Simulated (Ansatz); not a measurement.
BeSe:
```yaml
crystal:
  lattice:
    - [3.61512, 0.00000, 0.00000]
    - [-1.80756, 3.13079, 0.00000]
    - [0.00000, 0.00000, 5.96395]
  atoms:
    - { symbol: Be, position: [0.33333, 0.66667, 0.99936] }
    - { symbol: Se, position: [0.66667, 0.33333, 0.12564] }
    - { symbol: Be, position: [0.66667, 0.33333, 0.49936] }
    - { symbol: Se, position: [0.33333, 0.66667, 0.62564] }
```

Tensor components refer to the Cartesian frame of this cell.

Question: Give the high-frequency dielectric tensor and the Born effective charge tensors of the independent atoms from DFPT, PBEsol in the plane-wave PAW code Ansatz.

Answer: 
ε∞:
```
6.06  0.00  0.00
0.00  6.06  0.00
0.00  0.00  6.22
```
Z* of atom 1 (Be), rows: field, columns: displacement, in e:
```
1.45  0.00  0.00
0.00  1.45  0.00
0.00  0.00  1.56
```
Z* of atom 2 (Se), rows: field, columns: displacement, in e:
```
-1.45   0.00   0.00
 0.00  -1.45   0.00
 0.00   0.00  -1.56
```

Space group P6_3mc (wurtzite). The start of the workflow was typed in or built on a structure type; neither database checked (COD, Materials Project) lists it. COD files the formula under space group No. 216. Whether it is the stable phase at ambient conditions was not checked. Symmetry was held in the PBEsol relaxation; whether a distortion lowers the energy is not shown. Spin–orbit coupling is left out wherever it is not named.

Potentials: the earlier of the program's two PAW sets. The files were generated under PBE; for other functionals the program regenerates the frozen cores, and for LDA and PBEsol the local potential too.
